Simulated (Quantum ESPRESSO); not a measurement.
# Al3LiMg3Ta in 6 site orders

All numbers below are calculated, not measured. They come from Quantum ESPRESSO 7.5, a public plane-wave density functional program. Each row is one single-point run on a made-up periodic cell of eight metal atoms, with elements, volume, strain and displacements drawn at random and not relaxed, so a cell may be unstable or far from any real phase. There is no spin polarisation or spin-orbit coupling.

Settings: PBE unless stated; PseudoDojo standard norm-conserving files; Fermi-Dirac width 0.25 eV, which means electrons at about 2900 K; cutoff 1143 eV; 6 x 6 x 5 k mesh shifted half a step off Gamma. E is the free energy of the whole cell (internal energy minus TS), so a -TS column is already part of it. Stress is positive in tension, and the pressure P is minus a third of its trace.

Checks: one run of this series was repeated at a higher cutoff and on a denser mesh, which moved values by no more than 0.004 eV, 0.05 GPa and 0.007 eV/Å, and a second program with other atomic files agreed on it to 2 % rms in force and 0.5 GPa in pressure. Known limits: heavy elements are run without spin-orbit coupling, which real alloys of them have; a spin test at this wide smearing found no moment, but such smearing suppresses magnetism that the real alloy may have.

The lattice is hexagonal close-packed, and the cell vectors in Å are (3.052, 0.000, 4.918); (3.052, 0.000, -4.918); (-3.052, 5.286, 0.000), a volume of 158.68 Å³. The runs put one composition on the same eight displaced sites in different orders. E is counted from run 1, and the rms force is over all 24 components. Nothing is relaxed, so E mixes bonding between neighbours with strain on unrelaxed sites, and it is not an ordering energy.

| run | elements on sites 1 to 8 | E (eV) | -TS (eV) | rms force (eV/Å) | largest force (eV/Å) | P (GPa) |
|---|---|---|---|---|---|---|
| 1 | Al Al Mg Mg Li Ta Mg Al | 0.000 | -0.942 | 0.248 | 0.79 | -4.36 |
| 2 | Al Al Mg Mg Al Li Ta Mg | 0.254 | -1.056 | 0.272 | 0.78 | -3.69 |
| 3 | Mg Li Mg Ta Mg Al Al Al | -0.162 | -0.915 | 0.319 | 1.19 | -4.40 |
| 4 | Ta Mg Al Mg Mg Li Al Al | 0.191 | -1.010 | 0.261 | 0.76 | -3.81 |
| 5 | Mg Al Mg Li Al Mg Al Ta | -0.024 | -0.973 | 0.269 | 0.83 | ? |
| 6 | Al Al Li Ta Mg Mg Mg Al | -0.088 | -0.935 | 0.264 | 0.66 | -4.40 |

## Worked fit

A straight line through the runs shown gives P = -4.21 + 1.89 E GPa with E in eV, an error of 0.32 on the slope and a scatter of 0.11 GPa. At this fixed volume the orders of higher energy tend to have the higher pressure.

## Withheld value

Question: what pressure should run 5 give?

The fit gives -4.26 ± 0.13 GPa. The calculation gave -4.37 GPa.
